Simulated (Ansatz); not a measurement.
Zn2InO: relaxation step by step

A trial structure of Zn2InO was built thus: random cell by space group and Wyckoff sites (P-4m2, No. 115). Lengths were set from tabulated atomic sizes, so they are only a guess.

```yaml
crystal:
  lattice:
    - [4.12899, 0.00000, 0.00000]
    - [0.00000, 4.12899, 0.00000]
    - [0.00000, 0.00000, 4.59801]
  atoms:
    - { symbol: Zn, position: [0.50000, 0.00000, 0.65699] }
    - { symbol: Zn, position: [0.00000, 0.50000, 0.34301] }
    - { symbol: In, position: [0.50000, 0.50000, 0.50000] }
    - { symbol: O, position: [0.00000, 0.00000, 0.00000] }
```

Computed with Ansatz 0.2.0, DFT PBE, scalar-relativistic, plane waves, PAW. Cutoff 420 eV, Gaussian smearing, Γ-centred meshes. Cell and atoms relax first on a coarse mesh and then on a finer one. In between, the cell is made exact in the group found at 0.06 Å. In metals the finer mesh still leaves noise of several meV/atom or more. The steps can't lower the symmetry of their start. No spin polarisation in the relaxation; trial moments died out in a coarse test.

Steps on the 4×4×4 mesh (4 atoms, 22 steps). The free energy counts from the last step; some steps are skipped; the plane-wave basis is renewed at times, which shifts energy and pressure.

| step | ΔF (meV/atom) | V (Å³/atom) | P (GPa) | largest force component (eV/Å) |
| --- | --- | --- | --- | --- |
| 1 | 1752.9 | 19.60 | 21.41 | 4.224 |
| 2 | 1223.8 | 20.73 | 8.34 | 3.038 |
| 3 | 936.0 | 21.08 | 2.39 | 2.512 |
| 4 | 721.1 | 21.00 | -1.06 | 1.964 |
| 5 | 519.9 | 20.81 | -3.19 | 1.223 |
| 7 | 347.4 | 19.85 | -1.79 | 0.033 |
| 8 | 301.5 | 19.53 | -0.97 | 0.307 |
| 9 | 254.4 | 19.22 | -0.94 | 0.392 |
| 10 | 202.5 | 18.34 | -0.21 | 0.059 |
| 11 | 187.8 | 17.93 | -1.43 | 0.091 |
| 12 | 201.6 | 16.58 | 5.91 | 0.366 |
| 13 | 185.9 | 17.61 | -0.01 | 0.000 |
| 14 | 109.5 | 17.61 | 4.26 | 0.013 |
| 15 | 85.4 | 17.56 | 3.95 | 0.010 |
| 16 | 55.8 | 17.77 | 2.24 | 0.044 |
| 18 | 8.5 | 17.50 | 0.55 | 0.006 |
| 19 | 7.2 | 17.51 | -0.01 | 0.001 |
| 20 | 0.8 | 17.51 | 0.42 | 0.002 |
| 21 | 0.0 | 17.53 | 0.11 | 0.007 |
| 22 | 0.0 | 17.53 | 0.11 | 0.007 |

The relaxed structure, after a last relaxation on the converged mesh:

```xyz
4
Lattice="3.2057 0.0000 0.0000 0.0000 3.2057 0.0000 0.0000 0.0000 6.8466" Properties=species:S:1:pos:R:3 pbc="T T T"
Zn    1.6028    0.0000    5.6386
Zn    0.0000    1.6028    1.2080
In    1.6028    1.6028    3.4233
O     0.0000    0.0000    0.0000
```

The symmetry stays P-4m2 (No. 115). The volume per atom shrinks by 10.2 %, from 19.6 to 17.6 Å³. The shortest distance goes from 2.19 Å (Zn–In) to 2.01 Å (Zn–O). The ratio c/a of the conventional cell changes by a factor of 1.92. The energy falls by about 1.7 eV/atom (the start's value is from the coarse mesh). The end is written in a standard setting, so origin, axes and order of atoms can differ from the start's. Zn has 2 O at 2.01 Å and 2 In at 2.73 Å; around In lie 4 Zn at 2.73 Å and 4 In at 3.21 Å; O is surrounded by 4 Zn at 2.01 Å.

For Zn2InO, the volume per atom is 17.59 Å³. The density is 6.17 g/cm³ and the formation energy is −0.58 eV/atom. The gap on the 14×14×8 mesh of the 4-atom cell is 0 eV (a metal).

Formation energies are uncorrected and refer to the elements' standard structures at the same level (O₂ as a molecule).

The last run used Gaussian smearing of 0.10 eV. An odd number of electrons in the primitive cell allows no gap without spin; a larger cell or a magnetic state could open one. A later test with randomly moved atoms came back to the same energy, though modes that don't fit the test's cell weren't probed. In all, the 4 runs took 2.2 min on 1 thread of Intel(R) Xeon(R) 6975P-C (Granite Rapids), with other jobs on the host.
